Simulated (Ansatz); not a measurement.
Two inputs for WS2 with an S vacancy

This input was run with Ansatz:

```yaml
crystal:
  lattice:
    - [9.54, 0.0, 0.0]
    - [-4.77, 8.261882352, 0.0]
    - [0.0, 0.0, 12.5]
  atoms:
    - { symbol: W, position: [0.1111111111, 0.2222222222, 0.25] }
    - { symbol: W, position: [0.1111111111, 0.5555555556, 0.25] }
    - { symbol: W, position: [0.1111111111, 0.8888888889, 0.25] }
    - { symbol: W, position: [0.4444444444, 0.2222222222, 0.25] }
    - { symbol: W, position: [0.4444444444, 0.5555555556, 0.25] }
    - { symbol: W, position: [0.4444444444, 0.8888888889, 0.25] }
    - { symbol: W, position: [0.7777777778, 0.2222222222, 0.25] }
    - { symbol: W, position: [0.7777777778, 0.5555555556, 0.25] }
    - { symbol: W, position: [0.7777777778, 0.8888888889, 0.25] }
    - { symbol: W, position: [0.2222222222, 0.1111111111, 0.75] }
    - { symbol: W, position: [0.2222222222, 0.4444444444, 0.75] }
    - { symbol: W, position: [0.2222222222, 0.7777777778, 0.75] }
    - { symbol: W, position: [0.5555555556, 0.1111111111, 0.75] }
    - { symbol: W, position: [0.5555555556, 0.4444444444, 0.75] }
    - { symbol: W, position: [0.5555555556, 0.7777777778, 0.75] }
    - { symbol: W, position: [0.8888888889, 0.1111111111, 0.75] }
    - { symbol: W, position: [0.8888888889, 0.4444444444, 0.75] }
    - { symbol: W, position: [0.8888888889, 0.7777777778, 0.75] }
    - { symbol: S, position: [0.1111111111, 0.5555555556, 0.625] }
    - { symbol: S, position: [0.1111111111, 0.8888888889, 0.625] }
    - { symbol: S, position: [0.4444444444, 0.2222222222, 0.625] }
    - { symbol: S, position: [0.4444444444, 0.5555555556, 0.625] }
    - { symbol: S, position: [0.4444444444, 0.8888888889, 0.625] }
    - { symbol: S, position: [0.7777777778, 0.2222222222, 0.625] }
    - { symbol: S, position: [0.7777777778, 0.5555555556, 0.625] }
    - { symbol: S, position: [0.7777777778, 0.8888888889, 0.625] }
    - { symbol: S, position: [0.2222222222, 0.1111111111, 0.125] }
    - { symbol: S, position: [0.2222222222, 0.4444444444, 0.125] }
    - { symbol: S, position: [0.2222222222, 0.7777777778, 0.125] }
    - { symbol: S, position: [0.5555555556, 0.1111111111, 0.125] }
    - { symbol: S, position: [0.5555555556, 0.4444444444, 0.125] }
    - { symbol: S, position: [0.5555555556, 0.7777777778, 0.125] }
    - { symbol: S, position: [0.8888888889, 0.1111111111, 0.125] }
    - { symbol: S, position: [0.8888888889, 0.4444444444, 0.125] }
    - { symbol: S, position: [0.8888888889, 0.7777777778, 0.125] }
    - { symbol: S, position: [0.1111111111, 0.2222222222, 0.875] }
    - { symbol: S, position: [0.1111111111, 0.5555555556, 0.875] }
    - { symbol: S, position: [0.1111111111, 0.8888888889, 0.875] }
    - { symbol: S, position: [0.4444444444, 0.2222222222, 0.875] }
    - { symbol: S, position: [0.4444444444, 0.5555555556, 0.875] }
    - { symbol: S, position: [0.4444444444, 0.8888888889, 0.875] }
    - { symbol: S, position: [0.7777777778, 0.2222222222, 0.875] }
    - { symbol: S, position: [0.7777777778, 0.5555555556, 0.875] }
    - { symbol: S, position: [0.7777777778, 0.8888888889, 0.875] }
    - { symbol: S, position: [0.2222222222, 0.1111111111, 0.375] }
    - { symbol: S, position: [0.2222222222, 0.4444444444, 0.375] }
    - { symbol: S, position: [0.2222222222, 0.7777777778, 0.375] }
    - { symbol: S, position: [0.5555555556, 0.1111111111, 0.375] }
    - { symbol: S, position: [0.5555555556, 0.4444444444, 0.375] }
    - { symbol: S, position: [0.5555555556, 0.7777777778, 0.375] }
    - { symbol: S, position: [0.8888888889, 0.1111111111, 0.375] }
    - { symbol: S, position: [0.8888888889, 0.4444444444, 0.375] }
    - { symbol: S, position: [0.8888888889, 0.7777777778, 0.375] }
total_charge: 2
kpoints:
  mp_grid: { grid: [3, 3, 2] }
scf:
  occupations: { method: fermi_dirac, width: 0.01 }
  mixing: { algorithm: msr1, beta: 0.5, ndim: 8 }
  n_extra_bands: 1
hamiltonian:
  xc: pbe
  pseudopotentials: { kind: paw }
output:
  forces: true
  stress: true
  populations: true
  efg: { quadrupole_moments_barn: { S: -0.0694 }, contact_densities: true }
accuracy: low
```

```sh
ansatz run input.yaml --threads 4 --pin off --max-ram 8192MiB --backend cpu --events-out ev --progress --plain --runs-dir out
```

It converged. Of its output the block on the nuclei alone is shown, without the SCF iterations, energies, forces and stress (one atom of each set, the first 14 sets):

```
--- PAW observables at the nuclei: V_zz in 10²¹ V/m², potentials from the cell's mean, atoms counted from 1 ---
  atom   1  W  V_zz =   -15.938939   η = 0.0000   by run symmetry: allowed
            electrostatic potential = -14805.102956 V   contact ρ = 8821987.621626 e/Å³
  atom   2  W  V_zz =   -15.965269   η = 0.0053   by run symmetry: allowed
            electrostatic potential = -14805.103529 V   contact ρ = 8821987.209945 e/Å³
  atom   6  W  V_zz =   -15.812720   η = 0.0000   by run symmetry: allowed
            electrostatic potential = -14805.100187 V   contact ρ = 8821987.206865 e/Å³
  atom   8  W  V_zz =   -15.792899   η = 0.0000   by run symmetry: allowed
            electrostatic potential = -14805.100838 V   contact ρ = 8821987.056442 e/Å³
  atom  10  W  V_zz =   -22.265677   η = 0.5056   by run symmetry: allowed
            electrostatic potential = -14805.011755 V   contact ρ = 8821988.979147 e/Å³
  atom  12  W  V_zz =   -14.957088   η = 0.0926   by run symmetry: allowed
            electrostatic potential = -14805.157525 V   contact ρ = 8821982.437324 e/Å³
  atom  14  W  V_zz =   -17.225227   η = 0.0459   by run symmetry: allowed
            electrostatic potential = -14805.071680 V   contact ρ = 8821988.525312 e/Å³
  atom  19  S  V_zz =    -3.788100   η = 0.3843   by run symmetry: allowed   C_q = +6.3568 MHz
            electrostatic potential = -1637.782501 V   contact ρ = 19770.617521 e/Å³
  atom  23  S  V_zz =    -4.047228   η = 0.0000   by run symmetry: allowed   C_q = +6.7916 MHz
            electrostatic potential = -1637.825755 V   contact ρ = 19770.675173 e/Å³
  atom  25  S  V_zz =    -4.543187   η = 0.0000   by run symmetry: allowed   C_q = +7.6239 MHz
            electrostatic potential = -1637.817429 V   contact ρ = 19770.842546 e/Å³
  atom  27  S  V_zz =    -3.976858   η = 0.0017   by run symmetry: allowed   C_q = +6.6735 MHz
            electrostatic potential = -1637.786666 V   contact ρ = 19770.697812 e/Å³
  atom  29  S  V_zz =    -4.037714   η = 0.0028   by run symmetry: allowed   C_q = +6.7756 MHz
            electrostatic potential = -1637.791176 V   contact ρ = 19770.677090 e/Å³
  atom  31  S  V_zz =    -3.983483   η = 0.0065   by run symmetry: allowed   C_q = +6.6846 MHz
            electrostatic potential = -1637.787794 V   contact ρ = 19770.669783 e/Å³
  atom  36  S  V_zz =    -3.081709   η = 0.0000   by run symmetry: allowed   C_q = +5.1714 MHz
            electrostatic potential = -1637.837617 V   contact ρ = 19770.703866 e/Å³
```

Question: Can these gradients be trusted, and how do they compare with a run on standard settings?

Answer: They agree with the standard run. Against the standard input the change is `scf.mixing.algorithm`: not typed → msr1; `scf.mixing.beta`: not typed → 0.5; `scf.mixing.ndim`: not typed → 8; `accuracy`: not typed → low; `scf.n_extra_bands`: not typed → 1. A site carries the number of its first atom; V_zz in 10²¹ V/m².

| site | atom | V_zz standard | η standard | V_zz here | η here |
| --- | --- | --- | --- | --- | --- |
| W1 | 1 | -15.94 | 0.00 | -15.94 | 0.00 |
| W2 | 2 | -15.97 | 0.01 | -15.97 | 0.01 |
| W6 | 6 | -15.81 | 0.00 | -15.81 | 0.00 |
| W8 | 8 | -15.79 | 0.00 | -15.79 | 0.00 |
| W10 | 10 | -22.3 | 0.51 | -22.3 | 0.51 |
| W12 | 12 | -14.96 | 0.09 | -14.96 | 0.09 |
| W14 | 14 | -17.22 | 0.05 | -17.23 | 0.05 |
| S19 | 19 | -3.79 | 0.38 | -3.79 | 0.38 |
| S23 | 23 | -4.05 | 0.00 | -4.05 | 0.00 |
| S31 | 31 | -3.98 | 0.01 | -3.98 | 0.01 |
| S36 | 36 | -3.08 | 0.00 | -3.08 | 0.00 |
| S37 | 37 | -4.62 | 0.55 | -4.62 | 0.55 |

No V_zz moves by more than 0.01. The table leaves out 8 of the 20 sites, with |V_zz| up to 4.58; their tensors move by 0.01 at most along any direction. The statements above cover all sites. SCF iterations: 12 and 12. In the changed run the accuracy preset is low, yet the gradients stay close to the reference.

On the reference run: The run isn't spin-polarised, and a state with spin may lie lower. The defect repeats with the cell of 53 atoms, so it feels its images: sites between two images don't show the values beside a lone defect, and zeros or small values of η there can come from the images' arrangement. S and W carry a gradient in the pure host already, so the values there aren't the defect's effect alone. A uniform background compensates the cell's charge. The defect cell has no gap above 0.1 eV on its mesh, so the values can hang on the smearing and the k-mesh. Without spin–orbit coupling the gradients at and beside W can be off by some per cent, at some sites by more. The neighbours have not yet relaxed around the defect (largest force 0.82 eV/Å), so a real crystal will differ.
